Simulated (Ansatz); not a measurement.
Zr₃N₄:
```xyz
14
Lattice="-3.3513 3.3513 3.3513 3.3513 -3.3513 3.3513 3.3513 3.3513 -3.3513" Properties=species:S:1:pos:R:3 pbc="T T T"
N      0.4751     0.4751     0.4751
N     -1.2006     1.2006     4.5519
N     -0.4751     2.8763     0.4751
N      4.5519    -1.2006     1.2006
N      0.4751    -0.4751     2.8763
N      2.1507     2.1507     2.1507
N      2.8763     0.4751    -0.4751
N      1.2006     4.5519    -1.2006
Zr     2.5135     0.0000     1.6757
Zr     1.6757     2.5135     0.0000
Zr     0.8378     0.0000     5.0270
Zr     5.0270     0.8378     0.0000
Zr     0.0000     1.6757     2.5135
Zr     0.0000     5.0270     0.8378
```

Tensor components refer to the Cartesian frame of this cell.

### Question
Give the high-frequency dielectric tensor and the Born effective charge tensors of the independent atoms from DFPT, PBEsol in the plane-wave PAW code Ansatz.

### Answer

ε∞:
```
13.2  0.00  0.00
0.00  13.2  0.00
0.00  0.00  13.2
```
Z* of atom 1 (N), rows: field, columns: displacement, in e:
```
-3.72  -0.38  -0.07
-0.07  -3.72  -0.38
-0.38  -0.07  -3.72
```
Z* of atom 9 (Zr), rows: field, columns: displacement, in e:
```
 4.75   0.00   0.00
 0.00   5.06  -0.01
 0.00   0.01   5.06
```

Space group I-43d. The cell was relaxed with PBEsol under the symmetry of its start. No spin polarisation was allowed. Scalar-relativistic: spin–orbit coupling is off unless named, which matters more the heavier the elements.

Potentials: the later of the program's two PAW sets.
